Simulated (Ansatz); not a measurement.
# Relaxation path: I

DFT, LDA, PAW with Ansatz's default frozen-core files, scalar-relativistic (Ansatz 0.2.0); a Γ-centred 9×9×4 k mesh, Fermi–Dirac smearing of 0.05 eV, no spin polarisation. The run relaxes cell and atoms at a target pressure of 0 GPa.

Command: `ansatz run input.yaml --threads 4 --pin off --max-ram 10240MiB --backend cpu --events-out ev --progress --plain --runs-dir out` It took 61 s on 4 threads of Arm Neoverse V2, on a shared host, peak memory 0.68 GiB.

```yaml
crystal:
  lattice:
    - [3.57945, -2.34575, 0.0]
    - [3.57945, 2.34575, 0.0]
    - [0.0, 0.0, 9.8014]
  atoms:
    - { symbol: I, position: [0.845997, 0.154003, 0.117423] }
    - { symbol: I, position: [0.654003, 0.345997, 0.617423] }
    - { symbol: I, position: [0.154003, 0.845997, 0.882577] }
    - { symbol: I, position: [0.345997, 0.654003, 0.382577] }
kpoints:
  mp_grid: { grid: [9, 9, 4] }
scf:
  occupations: { method: fermi_dirac, width: 0.05 }
hamiltonian:
  xc: lda
  pseudopotentials: { kind: paw }
output:
  forces: true
  stress: true
  write_density: true
  write_potential: true
  elf: true
  volumetric_format: npy
relax:
  f_tol: 0.003
  max_steps: 80
  cell: {}
```

Each step lists its free energy a cell above the last geometry, the pressure, the cell vectors (Å), and Cartesian positions (Å) with forces (eV/Å).

The first step:

```
step 1  dF = 204.71 meV  P = -1.24 GPa
  cell 3.5795 -2.3457 0.0000  3.5795 2.3457 0.0000  0.0000 0.0000 9.8014
  I 3.5795 -1.6232 1.1509   0.0000 0.1578 0.4222
  I 3.5795 -0.7225 6.0516   0.0000 -0.1578 0.4222
  I 3.5795 1.6232 8.6505   0.0000 -0.1578 -0.4222
  I 3.5795 0.7225 3.7498   0.0000 0.1578 -0.4222
```

Spin–orbit coupling is left out, which matters for the heavy atoms. The PAW files were made under PBE.

Problem. Where does the relaxation end, and by which steps?

Solution. After 8 geometries, with conventional a, b, c = 7.157, 4.319, 9.539 Å, at 36.856 Å³/atom (-10.43 % against the start) in space group Cmce, with a shortest distance of 2.809 Å. The further steps:
```
step 2  dF = 69.31 meV  P = 0.85 GPa
  cell 3.5414 -2.2563 0.0000  3.5414 2.2563 0.0000  0.0000 0.0000 9.3235
  I 3.5414 -1.5395 1.1778   0.0000 0.2770 -0.0875
  I 3.5414 -0.7168 5.8395   0.0000 -0.2770 -0.0875
  I 3.5414 1.5395 8.1457   0.0000 -0.2770 0.0875
  I 3.5414 0.7168 3.4840   0.0000 0.2770 0.0875
step 3  dF = 9.29 meV  P = -0.22 GPa
  cell 3.5201 -2.2074 0.0000  3.5201 2.2074 0.0000  0.0000 0.0000 9.4268
  I 3.5201 -1.3963 1.1501   0.0000 -0.0745 0.0669
  I 3.5201 -0.8112 5.8635   0.0000 0.0745 0.0669
  I 3.5201 1.3963 8.2768   0.0000 0.0745 -0.0669
  I 3.5201 0.8112 3.5634   0.0000 -0.0745 -0.0669
step 4  dF = 2.95 meV  P = -0.01 GPa
  cell 3.5430 -2.1997 0.0000  3.5430 2.1997 0.0000  0.0000 0.0000 9.4258
  I 3.5430 -1.4094 1.1617   0.0000 -0.0092 -0.0179
  I 3.5430 -0.7904 5.8745   0.0000 0.0092 -0.0179
  I 3.5430 1.4094 8.2641   0.0000 0.0092 0.0179
  I 3.5430 0.7904 3.5512   0.0000 -0.0092 0.0179
step 5  dF = 0.60 meV  P = -0.02 GPa
  cell 3.5529 -2.1732 0.0000  3.5529 2.1732 0.0000  0.0000 0.0000 9.5169
  I 3.5529 -1.4007 1.1730   0.0000 0.0032 -0.0172
  I 3.5529 -0.7726 5.9314   0.0000 -0.0032 -0.0172
  I 3.5529 1.4007 8.3439   0.0000 -0.0032 0.0172
  I 3.5529 0.7726 3.5855   0.0000 0.0032 0.0172
step 6  dF = 0.01 meV  P = 0.07 GPa
  cell 3.5757 -2.1584 0.0000  3.5757 2.1584 0.0000  0.0000 0.0000 9.5314
  I 3.5757 -1.3869 1.1720   0.0000 0.0064 0.0156
  I 3.5757 -0.7715 5.9377   0.0000 -0.0064 0.0156
  I 3.5757 1.3869 8.3594   0.0000 -0.0064 -0.0156
  I 3.5757 0.7715 3.5937   0.0000 0.0064 -0.0156
step 7  dF = 0.09 meV  P = -0.04 GPa
  cell 3.5820 -2.1610 0.0000  3.5820 2.1610 0.0000  0.0000 0.0000 9.5394
  I 3.5820 -1.3891 1.1739   0.0000 -0.0024 -0.0002
  I 3.5820 -0.7720 5.9436   0.0000 0.0024 -0.0002
  I 3.5820 1.3891 8.3656   0.0000 0.0024 0.0002
  I 3.5820 0.7720 3.5959   0.0000 -0.0024 0.0002
step 8  dF = 0.00 meV  P = 0.00 GPa
  cell 3.5785 -2.1594 0.0000  3.5785 2.1594 0.0000  0.0000 0.0000 9.5391
  I 3.5785 -1.3883 1.1739   0.0000 0.0010 0.0014
  I 3.5785 -0.7711 5.9435   0.0000 -0.0010 0.0014
  I 3.5785 1.3883 8.3653   0.0000 -0.0010 -0.0014
  I 3.5785 0.7711 3.5957   0.0000 0.0010 -0.0014
step 9  dF = 3.31 meV  P = -0.01 GPa  (same geometry on a basis chosen anew; earlier energies don't compare to the last digit)
  cell 3.5785 -2.1594 0.0000  3.5785 2.1594 0.0000  0.0000 0.0000 9.5391
  I 3.5785 -1.3883 1.1739   0.0000 0.0009 0.0015
  I 3.5785 -0.7711 5.9435   0.0000 -0.0009 0.0015
  I 3.5785 1.3883 8.3653   0.0000 -0.0009 -0.0015
  I 3.5785 0.7711 3.5957   0.0000 0.0009 -0.0015
```
